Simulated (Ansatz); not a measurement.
# E(M) for MnSb (P63/mmc)

```
CELL_PARAMETERS angstrom
4.15000 0.00000 0.00000
-2.07500 3.59401 0.00000
0.00000 0.00000 5.78000
ATOMIC_POSITIONS crystal
Mn 0.00000 0.00000 0.00000
Mn 0.00000 0.00000 0.50000
Sb 0.33333 0.66667 0.25000
Sb 0.66667 0.33333 0.75000
```

Geometry: a structure as deposited in COD; nothing is relaxed.

Common settings: PBEsol, 9×9×6 k mesh, Fermi–Dirac smearing of 0.1 eV. PAW means Ansatz 0.2.0 on its default frozen-core files; LAPW is all-electron LAPW in Ansatz 0.2.0. Site moments are integrated in spheres about the atoms, whose radii differ between the methods. Start moments of the first PAW run (μB): Mn1 4, Mn2 4.

Each run fixes M = N↑ − N↓ with two Fermi levels; the holding field B = (E_F↑ − E_F↓)/2μB is the slope of the free energy against M over μB. Energies count from each method's free run. The held moment starts on the atoms that carry the free run's moments.

Does the cell keep a net moment when the moments are free, and how does its energy change with a held moment?

The free run ends with M = 6.66 μB per cell. 
| M (μB/cell) | ΔF PAW (meV/cell) | ΔF LAPW (meV/cell) | B, PAW (T) | largest site moment, PAW (μB) | pressure, PAW (GPa) |
| --- | --- | --- | --- | --- | --- |
| 0.00 | +1826.6 | – | – | 0.00 | -19.7 |
| 1.33 | +1655.5 | – | -4145 | 0.79 | -19.0 |
| 2.66 | +1234.7 | +1233.2 | -6472 | 1.55 | -17.6 |
| 4.00 | +707.1 | – | -6744 | 2.26 | -15.3 |
| 5.33 | +245.4 | +245.3 | -5147 | 2.87 | -11.8 |
| 6.00 | +73.3 | – | -3493 | 3.16 | -9.6 |
| 7.66 | +185.7 | +186.1 | +6775 | 3.71 | -3.4 |
| 8.66 | +821.4 | – | +14797 | 3.96 | 0.9 |

Against an unpolarised PAW run, spin polarisation gains 456.7 meV per atom; the pressure goes from -19.7 to -7.2 GPa, the usual magnetovolume effect: the magnetic state wants the larger volume.

Check μB·B = dF/dM between M = 4.00 and 5.33 μB with the PAW numbers.

ΔF/ΔM = -461.7 meV / 1.33 = -347.2 meV per μB, which is -5998 T with μB = 0.05788 meV/T. The mean of the two holding fields is -5945 T. The slope equals the mean of B over the step, so the two agree where B(M) is nearly straight between its ends, and here they lie within a tenth of each other.

Separate runs put a uniform field on the spins (g = 2):

```csv
field (T),M PAW (μB/cell),M LAPW (μB/cell)
200,6.694,–
1000,6.821,6.819
3000,7.143,7.142
```

The rows needn't lie on one branch: at M = 0 the run is unmagnetised, so slopes across such rows needn't follow B.

The PAW files were made with PBE; the program remakes their cores once for the run's functional and then keeps them frozen. The Ansatz runs typed with the search for lower states off end where their start leads. Spin–orbit coupling is left out although heavy atoms are present. These are results for the start and cell typed. The real compound can order otherwise, in a larger cell, or not at all, since semilocal functionals at zero temperature often overstate magnetism.
